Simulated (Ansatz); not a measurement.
GePt:
```xyz
8
Lattice="5.7745 0.0000 0.0000 0.0000 3.7200 0.0000 0.0000 0.0000 6.1094" Properties=species:S:1:pos:R:3 pbc="T T T"
Ge     4.6971     2.7900     3.5897
Ge     1.0774     0.9300     2.5197
Ge     3.9646     0.9300     0.5350
Ge     1.8098     2.7900     5.5744
Pt     0.0165     2.7900     1.1807
Pt     5.7580     0.9300     4.9286
Pt     2.8708     0.9300     4.2354
Pt     2.9037     2.7900     1.8739
```

Relaxed with r²SCAN. Special points in fractions of this cell's reciprocal vectors: Γ (0.000, 0.000, 0.000); X (0.500, 0.000, 0.000); S (0.500, 0.500, 0.000); Y (0.000, 0.500, 0.000); Z (0.000, 0.000, 0.500); U (0.500, 0.000, 0.500); R (0.500, 0.500, 0.500); T (0.000, 0.500, 0.500).

Q: List the band energies nearest the Fermi level at these points for plane-wave PAW r²SCAN (Ansatz code).

A: In eV from the Fermi level; about four levels below and three above (degenerate sets whole), none deeper than 8.9 eV; points with the same levels are listed once.

```
k                    below                above
-  -----------------------  -------------------
Γ  -2.66 -1.59 -1.59 -1.07       0.67 1.00 3.04
X  -2.70 -2.70 -0.02 -0.02  1.28 1.28 2.46 2.46
S  -2.03 -2.03 -2.03 -2.03  0.60 0.60 0.60 0.60
Y  -1.73 -1.73 -0.21 -0.21  2.23 2.23 2.26 2.26
Z  -2.01 -2.01 -0.08 -0.08  1.03 1.03 2.05 2.05
U  -3.13 -3.13 -1.39 -1.39  0.68 0.68 1.86 1.86
R  -2.70 -2.70 -2.70 -2.70  2.56 2.56 2.56 2.56
T  -2.67 -2.67 -2.33 -2.33  0.43 0.43 1.13 1.13
```

Space group Pnma. The cell was relaxed with r²SCAN under the symmetry of its start. The run is not spin-polarised. Spin–orbit coupling is left out wherever it is not named.

Potentials: the earlier of the program's two PAW sets.
